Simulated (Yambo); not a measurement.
KCaF3 (cubic perovskite, space group Pm-3m, No. 221), G0W0@PBEsol in Yambo with this input:

```
rim_cut
gw0
dyson
el_el_corr
HF_and_locXC
ppa
em1d
RandQpts= 1000000
RandGvec= 1 Ry
EXXRLvcs= 84 Ry
VXCRLvcs= 336 Ry
Chimod= "HARTREE"
% BndsRnXp
 1 | 133 |
%
NGsBlkXp= 7 Ry
% LongDrXp
 1.0 | 1.0 | 1.0 |
%
PPAPntXp= 27.2114 eV
% GbndRnge
 1 | 133 |
%
GTermKind= "BG"
DysSolver= "n"
ExtendOut
```

On a 4×4×4 mesh, with wavefunctions cut at 84 Ry, the gap (R → Γ) is 9.738 eV and the valence edge shifts by -2.531 eV.

Problem. What happens with this change: no terminator?

Solution. The gap falls by 0.112 eV, to 9.626 eV; the shift of the valence edge becomes -2.341 eV. Neither run is shown to be the converged limit.

Geometry of the Materials Project entry, not relaxed at this level; primitive cell a = 4.482 Å, b = 4.482 Å, c = 4.482 Å, α = 90.00°, β = 90.00°, γ = 90.00°.

The structure is a Materials Project entry; no match was found in the copy of COD used, and its stability was not checked.

A shift is the quasiparticle energy of the state minus its PBEsol energy.
